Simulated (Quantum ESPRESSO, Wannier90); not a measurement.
## Wannier functions of PtS$_{2}$ (CdI2 type)

```
PtS2
1.0
    3.54874     0.00000     0.00000
   -1.77437     3.07330     0.00000
    0.00000     0.00000     5.59707
Pt S
1 2
Direct
  0.00000   0.00000   0.00000
  0.66667   0.33333   0.77966
  0.33333   0.66667   0.22034
```

Cell from Materials Project (mp-762), symmetrised, no further relaxation. COD (Crystallography Open Database) has an entry of this formula and space group (matched by these alone). Method: PBEsol plane waves in Quantum ESPRESSO 7.5 (PseudoDojo norm-conserving files, 68 Ry, no spin polarisation, no spin-orbit coupling), Bloch states on a 12×12×6 mesh through Γ, Wannier90 4.0.1. Density: 12×12×6 mesh, cold smearing 0.01 Ry. The cell is built of weakly bound layers, chains or molecules, whose nearest atoms lie 3.74 Å apart. Database cells relaxed without dispersion often hold them too far apart, which can enlarge gaps and weakens couplings between them; spacing and stacking were not compared with the measured crystal. Spin-orbit coupling is left out although heavy elements are present.

postw90 (berry_task = kubo; independent particles, width 0.1 eV, no gap correction, excitons or local fields) prints σ_xx for one spin direction:

```csv
ħω (eV),Re σ (S/cm),Im σ (S/cm)
0.10,0,-91
2.00,2670,-2170
2.40,4430,-896
```

Work out the dielectric function, refractive index, reflectivity and absorption coefficient at these energies.

ε = 1 + iσ/(ε0 ω), so ε₂ = Re σ/(ε0 ω) and ε₁ = 1 − Im σ/(ε0 ω); ε0 ω = 134.5 S/cm × ħω in eV, and σ is doubled for both spins.
- 0.10 eV: ε₁ = 14.5, ε₂ = 0.0; n + ik = √ε = 3.81 + 0.00i; R = 34 %
- 2.00 eV: ε₁ = 17.1, ε₂ = 19.9; n + ik = √ε = 4.66 + 2.13i; R = 49 %; α = 2ωk/c = 430000 cm⁻¹
- 2.40 eV: ε₁ = 6.6, ε₂ = 27.4; n + ik = √ε = 4.17 + 3.29i; R = 56 %; α = 2ωk/c = 800000 cm⁻¹
The model holds its own bands alone, so ε₁ lacks the part of higher transitions, and near sharp peaks it hangs on the broadening.
